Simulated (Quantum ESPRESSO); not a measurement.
**Band energies of HgO**

```
HgO
1.0
    3.74731     0.00000     0.00000
   -1.87366     3.24527     0.00000
    0.00000     0.00000     8.89903
O Hg
3 3
Direct
  0.44492   0.44492   0.50000
  0.55508   0.00000   0.16667
  0.00000   0.55508   0.83333
  0.76533   0.76533   0.00000
  0.23467   0.00000   0.66667
  0.00000   0.23467   0.33333
```

PBEsol (pw.x of Quantum ESPRESSO, ONCV potentials, without SOC); path ΓMKΓALHA,LM,KH; energies in eV from the valence-band maximum.

```
k (1/Å)  point  band 35  band 36  band 37  band 38  band 39  band 40  band 41  band 42
-------  -----  -------  -------  -------  -------  -------  -------  -------  -------
0.00         Γ    -1.49    -1.49    -0.31    -0.10    -0.10     1.22     3.32     3.32
0.19              -1.49    -1.20    -0.37    -0.19    -0.14     1.24     3.48     3.51
0.58              -1.65    -1.45    -0.71    -0.37    -0.20     2.15     3.86     4.15
0.97         M    -1.82    -1.38    -0.70    -0.39    -0.35     3.28     3.75     3.86
1.53         K    -1.91    -1.91    -0.81    -0.56    -0.56     3.94     4.40     4.40
1.90              -1.54    -1.52    -0.80    -0.75    -0.30     2.89     4.05     4.28
2.27              -1.47    -1.15    -0.53    -0.31    -0.18     1.48     3.79     3.83
2.64         Γ    -1.49    -1.49    -0.31    -0.10    -0.10     1.22     3.32     3.32
2.64         A    -1.33    -1.33    -0.38    -0.10    -0.10     1.88     1.88     4.04
2.81              -1.39    -1.23    -0.45    -0.19    -0.04     1.94     1.96     4.29
3.13              -1.65    -1.25    -0.66    -0.61    -0.04     2.49     2.56     5.01
3.45              -1.70    -1.41    -0.85    -0.58    -0.23     2.90     3.47     4.46
3.61         L    -1.71    -1.36    -0.98    -0.53    -0.28     2.94     3.98     3.99
3.80              -1.82    -1.45    -1.06    -0.45    -0.41     3.12     4.02     4.26
4.17         H    -1.98    -1.69    -1.13    -1.13    -0.23     4.09     4.09     4.64
4.45              -1.91    -1.52    -0.94    -0.78    -0.33     3.32     3.72     4.77
4.73              -1.59    -1.26    -0.74    -0.63    -0.18     2.61     2.86     4.95
5.01              -1.47    -1.17    -0.52    -0.36    -0.01     2.10     2.11     4.72
5.29         A    -1.33    -1.33    -0.38    -0.10    -0.10     1.88     1.88     4.04
5.29         L    -1.71    -1.36    -0.98    -0.53    -0.28     2.94     3.98     3.99
5.47              -1.74    -1.34    -0.81    -0.56    -0.26     3.11     3.73     4.09
5.64         M    -1.82    -1.38    -0.70    -0.39    -0.35     3.28     3.75     3.86
5.64         K    -1.91    -1.91    -0.81    -0.56    -0.56     3.94     4.40     4.40
6.00         H    -1.98    -1.69    -1.13    -1.13    -0.23     4.09     4.09     4.64
```

The PBEsol gap is indirect, 1.22 eV, from 33 % of the way from A to L to Γ; the smallest direct gap is 1.32 eV. Another valence extremum on the path lies within 0.02 eV, too close to call.

Spin-orbit coupling is left out, which matters for elements this heavy: edges can move by tenths of an eV.

Geometry of the Materials Project entry, not relaxed at this level.

The structure is a Materials Project entry; no match was found in the copy of COD used, and its stability was not checked.

The distance between layers or molecules is the database entry's, not relaxed here. Functionals without dispersion can leave it too large, which widens gaps and weakens the response across layers: the numbers belong to this cell.
